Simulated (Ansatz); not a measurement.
Relaxed-ion elastic tensor of H₄NF in space group P6_3mc (No. 186; H on 6c, H on 2b, N on 2b, F on 2b) in GPa (Voigt order), plane-wave PAW r²SCAN+D4 (Ansatz code); density 1.02 g/cm³, 10.06 Å³ per atom.

|  | 1 | 2 | 3 | 4 | 5 | 6 |
|---|---|---|---|---|---|---|
| 1 | 38.5 | 29.2 | 26.6 | 0.0 | 0.0 | 0.0 |
| 2 | 29.2 | 38.5 | 26.6 | 0.0 | 0.0 | 0.0 |
| 3 | 26.6 | 26.6 | 37.9 | 0.0 | 0.0 | 0.0 |
| 4 | 0.0 | 0.0 | 0.0 | 4.2 | 0.0 | 0.0 |
| 5 | 0.0 | 0.0 | 0.0 | 0.0 | 4.2 | 0.0 |
| 6 | 0.0 | 0.0 | 0.0 | 0.0 | 0.0 | 4.6 |

### Question
Is the crystal mechanically stable?

### Answer
Yes: the smallest eigenvalue of C is 4.2 GPa.

### Question
Work out the Voigt, Reuss and Hill averages.

### Answer
K_V = 31.1, K_R = 31.0, K_H = 31.0; G_V = 4.8, G_R = 4.7, G_H = 4.7 GPa.

### Question
Give Young's modulus, Poisson's ratio, Pugh's ratio and the universal anisotropy index.

### Answer
E = 9KG/(3K + G) = 13.5 GPa; ν = 0.43; K/G = 6.54 (ductile by the Pugh limit of 1.75); A_U = 5G_V/G_R + K_V/K_R − 6 = 0.11.

### Question
Estimate the sound speeds and the Debye temperature.

### Answer
v_l = √((K + 4G/3)/ρ) = 6050 m/s, v_t = √(G/ρ) = 2160 m/s, mean 2450 m/s; Θ = (h/k)(3n/4πV)^(1/3) v_m = 338 K.

### Question
How much does each axis shrink under pressure?

### Answer
Linear compressibilities β_i = Σ_j S_ij (j = 1 to 3): x 9.8, y 9.8, z 13 per TPa.

The first step of the workflow began from a Materials Project structure, measured or hypothetical; the Crystallography Open Database files this formula in space group No. 186, but the cells were not matched. Whether it is the stable phase at ambient conditions was not checked. The r²SCAN+D4 relaxation kept the symmetry of its start; phonons on a q-mesh show no instability.

Potentials: the later of the program's two PAW sets.
